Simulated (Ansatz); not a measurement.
Calculated 14N nuclear quadrupole resonance for Si3N4

Cell: an entry of the Crystallography Open Database (COD; perhaps a calculated or model structure), its atoms then relaxed with PBE in this cell.

Space group Fd-3m:1 (No. 227); a = 7.6765 Å.

```csv
site,Wyckoff,site symmetry,x,y,z
Si1,16d,.-3m,0.1250,0.1250,0.6250
Si5,8a,-43m,0.5000,0.5000,0.0000
N,32e,.3m,0.8822,0.8822,0.3822
```

One atom of each set is listed; the run and its k-mesh use a cell of 14 atoms with edges of 5.43, 5.43, 5.43 Å.

Level of theory: DFT, r2SCAN, plane waves and PAW, scalar-relativistic, 500 eV cutoff, Γ-centred 6×6×6 k-points, Fermi–Dirac smearing 0.02 eV (Ansatz 0.2.0).

14N: I = 1, Q = 20.44 mb (year-2017 value). Static lattice, zero field.

Question: The simulated lines lie at 1.06 MHz. What are |C_Q|, η and |V_zz| at N?

Answer: For I = 1 the lines are ν± = (3/4)|C_Q|(1 ± η/3) and ν₀ = |C_Q|η/2. Here |C_Q| = 1.41 MHz, η = 0.00 and |V_zz| = 2.86 × 10²¹ V/m². The calculation gives V_zz positive; the lines don't show the sign. The site has 4 Si at 1.76–1.87 Å.

An axis of threefold or higher order runs through N, so V_zz lies along it and η is zero.

At this cell the r2SCAN pressure is 7 GPa, so with r2SCAN the cell would grow if it were relaxed.

The run took 18 s of wall time (18 s of CPU time) and 0.67 GiB at its peak, on 1 thread of Arm Neoverse V1 (aarch64; 8 cores open to the job, memory cap 2.5 GiB, no GPU), a shared host with a load of 0.3 a core.
